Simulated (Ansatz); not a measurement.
CaO (rock salt, Fm-3m), DFT-PBEsol in the program Ansatz with PAW potentials, all energies at zero smearing, with the estimated change up to a 700 eV cutoff added, with one set of potentials and settings (totals compare only within such a set). Cell of 2 atoms (1 Ca, 1 O): -2358.111 eV.

```tsv
element	reference phase	E (eV/atom)
Ca	Fm-3m, 1 atoms in the cell	-1793.7315
O	C2/m, 4 atoms in the cell, spin-polarised	-558.3554
```

Formation energy per atom, worked out: (-2358.111 − 1×(-1793.7315) − 1×(-558.3554))/2 = -3.012 eV/atom (-291 kJ per mol of atoms), at 0 K, without zero-point energy or fitted corrections.

The PBEsol relaxation kept the symmetry of its start. The references are the lowest solids computed at this level, not always the standard phases (solids in place of the gases).

Potentials: the later of the program's two PAW sets.
